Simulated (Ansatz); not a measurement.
Input and command of a plane-wave DFT calculation in Ansatz:

```yaml
crystal:
  lattice:
    - [-2.2267393981, 2.2267393981, 8.0222406874]
    - [2.2267393981, -2.2267393981, 8.0222406874]
    - [2.2267393981, 2.2267393981, -8.0222406874]
  atoms:
    - { symbol: Rb, position: [0.0, 0.0, 0.0] }
    - { symbol: Br, position: [0.75, 0.25, 0.5] }
    - { symbol: Br, position: [0.25, 0.75, 0.5] }
    - { symbol: Br, position: [0.5, 0.5, 0.0] }
basis:
  ecutwfc: 420
kpoints:
  mp_grid: { grid: [14, 14, 14] }
hamiltonian:
  xc: pbe
scf:
  occupations: { method: gaussian, width: 0.1 }
output:
  forces: true
  stress: true
  eigenvalues: true
relax:
  adjacent_minimum: "off"
  f_tol: 0.01
  max_steps: 80
  cell: { stress_tol: 0.05 }
```

```bash
ansatz run input.yaml --threads 1 --pin off --max-ram 2560MiB --backend cpu --events-out ev --progress --plain --runs-dir out
```

Processor: Arm Neoverse V2, 1 thread, on a host shared with other jobs.

Problem. Estimate time, memory and problem size.

Solution. About 110 s on 1 thread of Arm Neoverse V2, with other jobs on the host, peak memory 0.81 GiB. It solves 19 bands at 244 k points (the mesh reduced by the symmetry that the task leaves, which can be less than the crystal's) with about 3171 plane waves (on the last cell), in 17 SCF iterations over 2 ionic steps.
